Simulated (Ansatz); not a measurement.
# Ce2O2S-type Gd2SO2: exchange between two sublattices

Computed with Ansatz (plane waves, PAW): PBEsol+U, U_eff = 5.0 eV (Dudarev form) on Gd f, fully localised double counting, scalar-relativistic datasets, 420 eV, PAW set soft_2 (made for PBE), 6×6×3 mesh, Gaussian smearing of 0.05 eV.

```
CELL_PARAMETERS angstrom
3.87352 0.00000 0.00000
-1.93676 3.35457 0.00000
0.00000 0.00000 6.59755
ATOMIC_POSITIONS crystal
Gd 0.33333 0.66667 0.28000
Gd 0.66667 0.33333 0.72000
O 0.33333 0.66667 0.63000
O 0.66667 0.33333 0.37000
S 0.00000 0.00000 0.00000
```

The cell is an idealised prototype at the compound's measured volume; the real structure may be a distorted variant.

Cell and atoms stay fixed; no spin–orbit coupling. The cell holds two magnetic ions, atoms 1 and 2, and the lowest free states with their moments parallel and opposed are compared.

Which order lies lower, by how much, and what else changes?

The opposed one, by 1.2 meV/atom (3.1 meV per magnetic ion). Parallel: gap 2.70 eV, moments Gd 6.85 μB (cell 14.00 μB), pressure -2.8 GPa. Opposed: gap 2.98 eV, moments Gd 6.85, -6.85 μB, pressure -2.9 GPa.

Both states fill the shells alike (parallel: Gd 7↑ 0↓, 7.05 e; opposed: Gd 7↑ 0↓, 7.05 e; Gd 0↑ 7↓, 7.05 e; their occupation matrices agree within 0.15, spins exchanged on the turned ion), so they differ in the order of the moments and not in the filling. A natural orbital (eigenvector of a shell's occupation matrix) is counted as filled above 0.75 (0.9 in a metal) and as partly filled from 0.35 up to that; ↑ and ↓ are the spin channels. The gap is wider by 0.27 eV with opposed moments; with parallel ones the gaps within each spin are 2.70 and 3.21 eV. With spin off the cell lies 4025.0 meV/atom from the lower state (gap zero (metallic)).

In the opposed pattern, atom 1 has 3 of its 3 magnetic neighbours at 3.66 Å, 0 of 6 at 3.87 Å, 3 of 3 at 4.32 Å, 3 of 3 at 5.33 Å turned against it; the energy difference holds only the couplings to turned neighbours.

In the lower state the fixed cell carries a pressure of -2.9 GPa (the cell is larger than this level of theory would relax to) and forces up to 0.22 eV/Å; relaxing would change energies and could change the order of close states.

Only these patterns were run; an order that needs another cell may lie lower. At this level the cell was started in 17 ways, of which 4 didn't converge. For metallic states the mesh is coarse, so energy differences carry some meV/atom. Spin–orbit coupling is left out. The value of U was drawn from a range and not derived for this compound; another value can change gaps, moments and the order of states. Gaps are Kohn–Sham gaps over the k-mesh alone and may be smaller between its points.
